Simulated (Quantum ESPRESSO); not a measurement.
Parts of the isotropic shielding in BaSrYSbO6, by PBE GIPAW (a modified build of Quantum ESPRESSO, JTH PAW datasets), 22.5 Ha, k-mesh 4×4×4 shifted:

```yaml
crystal:
  lattice:
    - [0.00000, 4.23260, 4.23260]
    - [4.23260, 0.00000, 4.23260]
    - [4.23260, 4.23260, 0.00000]
  atoms:
    - { symbol: Ba, position: [0.25000, 0.25000, 0.25000] }
    - { symbol: Sr, position: [0.75000, 0.75000, 0.75000] }
    - { symbol: Y, position: [0.50000, 0.50000, 0.50000] }
    - { symbol: Sb, position: [0.00000, 0.00000, 0.00000] }
    - { symbol: O, position: [0.76308, 0.23692, 0.23692] }
    - { symbol: O, position: [0.76308, 0.23692, 0.76308] }
    - { symbol: O, position: [0.23692, 0.76308, 0.76308] }
    - { symbol: O, position: [0.23692, 0.76308, 0.23692] }
    - { symbol: O, position: [0.76308, 0.76308, 0.23692] }
    - { symbol: O, position: [0.23692, 0.23692, 0.76308] }
```
The geometry is a computed Materials Project entry, not a measured one. It is BaSrYSbO6 in F-43m; whether this form has been observed was not checked. Stability against distortions was not tested. The run has no spin polarisation.

The core term is that of the free atom's frozen core; the paramagnetic column sums the reconstruction terms. These are absolute shieldings with no macroscopic susceptibility term; δ = σ_ref − σ needs a reference computed alike. By our sweeps, such settings leave a few ppm in absolute σ on light atoms and up to some 20 ppm from Zn on. No spin–orbit coupling; Ba is the heaviest element present.

```json
[
 {"site": "Ba (atom 1)", "core": "6129.8", "bare (smooth current)": "99.6", "diamagnetic correction": "-43.8", "paramagnetic corrections": "…", "σ_iso (ppm)": "…"},
 {"site": "Sr (atom 2)", "core": "3441.1", "bare (smooth current)": "100.8", "diamagnetic correction": "-5.9", "paramagnetic corrections": "…", "σ_iso (ppm)": "…"},
 {"site": "Y (atom 3)", "core": "3554.4", "bare (smooth current)": "75.0", "diamagnetic correction": "1.9", "paramagnetic corrections": "…", "σ_iso (ppm)": "…"},
 {"site": "Sb (atom 4)", "core": "5182.2", "bare (smooth current)": "3.5", "diamagnetic correction": "221.3", "paramagnetic corrections": "…", "σ_iso (ppm)": "…"},
 {"site": "O (atoms 5, 6, 7, 8, 9, 10)", "core": "271.1", "bare (smooth current)": "-2.4", "diamagnetic correction": "25.9", "paramagnetic corrections": "…", "σ_iso (ppm)": "…"}
]
```

Problem. Some entries are withheld; supply them.

Solution. 
- Ba (atom 1), paramagnetic corrections: -1250.1
- Ba (atom 1), σ_iso (ppm): 4935.5
- Sr (atom 2), paramagnetic corrections: -515.4
- Sr (atom 2), σ_iso (ppm): 3020.6
- Y (atom 3), paramagnetic corrections: -1236.0
- Y (atom 3), σ_iso (ppm): 2395.4
- Sb (atom 4), paramagnetic corrections: -2862.3
- Sb (atom 4), σ_iso (ppm): 2544.8
- O (atoms 5, 6, 7, 8, 9, 10), paramagnetic corrections: -328.0
- O (atoms 5, 6, 7, 8, 9, 10), σ_iso (ppm): -33.5
